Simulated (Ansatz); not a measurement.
**ScPt: frozen-core PAW against all-electron methods**

```
Sc Pt
1.0
     3.23730    0.00000    0.00000
     0.00000    3.23730    0.00000
     0.00000    0.00000    3.27000
Sc Pt
1 1
Direct
  0.50000 0.50000 0.50000
  0.00000 0.00000 0.00000
```

Atoms are numbered in the order listed.

Conventional cell: a = 3.237 Å, b = 3.237 Å, c = 3.270 Å, α = 90.00°, β = 90.00°, γ = 90.00°. Sc (atom 1) is surrounded by 8 Pt at 2.81 Å. Pt (atom 2) has 8 Sc at 2.81 Å as nearest neighbours.

The geometry is COD entry 1537628, unchecked; take it as a test cell. The listed cell was then made from it by scaling, straining or moving an atom.

Spin polarisation is left out, and whether a magnetic state lies lower isn't shown here.

Spin–orbit coupling is left out, though it moves levels of the heavy atoms by tenths of an eV or more.

All numbers are computed: DFT, LDA, PAW with Ansatz's default frozen-core files, scalar-relativistic (Ansatz 0.2.0); DFT, LDA, all-electron LAPW, scalar-relativistic (Ansatz 0.2.0).

For PAW: a Γ-centred 10×10×10 k mesh, Fermi–Dirac smearing of 0.05 eV, cutoff 420 eV, no spin polarisation; the PAW files were made with PBE, and the program remakes their frozen cores for this functional. LAPW targets a basis error of 0.25 meV/atom. The Ansatz runs share mesh, smearing and spin set-up. Plane-wave (PAW) pressures include the program's estimate of the Pulay term.

Stress and pressure are positive in compression.

The change that made this cell: equal xx and yy strain of -1 %.

PAW results:

```tsv
quantity	PAW
pressure (GPa)	-2.56
stress xx (GPa)	-2.58
stress zz (GPa)	-2.52
```

Q: What does all-electron LAPW give for the same quantities?

A: 
```
       quantity   LAPW
 pressure (GPa)  -2.54
stress xx (GPa)  -2.56
stress zz (GPa)  -2.50
```
